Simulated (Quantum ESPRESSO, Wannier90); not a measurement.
## Rh (fcc (Cu type)), plane waves to Wannier functions

Materials Project entry mp-74; symmetrised, unrelaxed at this level. This is the element's usual structure. Computed values, not measurements, from PBEsol: Quantum ESPRESSO (norm-conserving PseudoDojo potentials, cutoff 71 Ry, spinors with spin-orbit coupling) on a Γ-centred 10×10×10 mesh, then Wannier90. Density: 18×18×18 mesh, cold smearing 0.01 Ry.

On the energy scale of pw.x, whose zero is arbitrary, the Fermi level lies at 22.48 eV.

Isolated groups of bands, relative to the Fermi level (bands from 9 on overlap up to the last one computed):

| bands | from (eV) | to (eV) | filling | weight on atomic waves |
|---|---|---|---|---|
| 1–2 | -78.82 | -78.67 | filled | Rh 4s 97 % |
| 3–4 | -49.42 | -49.07 | filled | Rh 4p 99 % |
| 5–8 | -45.65 | -45.07 | filled | Rh 4p 99 % |

Input w.win:

```
num_bands = 34
num_wann = 18
exclude_bands = 1-8
spinors = true
num_iter = 1000
conv_tol = 1.0e-6
conv_window = 4
dis_num_iter = 1000
dis_conv_tol = 1.0e-6
dis_froz_max = 1.50
write_hr = true
write_u_matrices = true
begin projections
f=-0.00195,-0.02012,0.01539: s;p;d
end projections
begin unit_cell_cart
ang
    0.0000000000    1.9029850000    1.9029850000
    1.9029850000    0.0000000000    1.9029850000
    1.9029850000    1.9029850000    0.0000000000
end unit_cell_cart
begin atoms_frac
Rh   0.0000000000  0.0000000000  0.0000000000
end atoms_frac
mp_grid = 10 10 10
begin kpoints
0.0000000000 0.0000000000 0.0000000000
0.0000000000 0.0000000000 0.1000000000
0.0000000000 0.0000000000 0.2000000000
... (997 more lines: the 10x10x10 mesh through Gamma)
end kpoints
```

The run ends without an error message, but its bands miss those of pw.x by 1066 meV rms and 3.73 eV at worst (states up to 1.0 eV relative to the Fermi level).

Q: What is the mistake?

A: Window typed relative to the reference level, not as an absolute energy. With that mended (18 functions from bands 9-42 of the 42 computed, start hydrogen-like Rh: s;p;d, centres 0.05 Å off the atoms, frozen window up to 1.50 eV relative to the Fermi level, outer window open) the misfit is 2.8 meV rms.
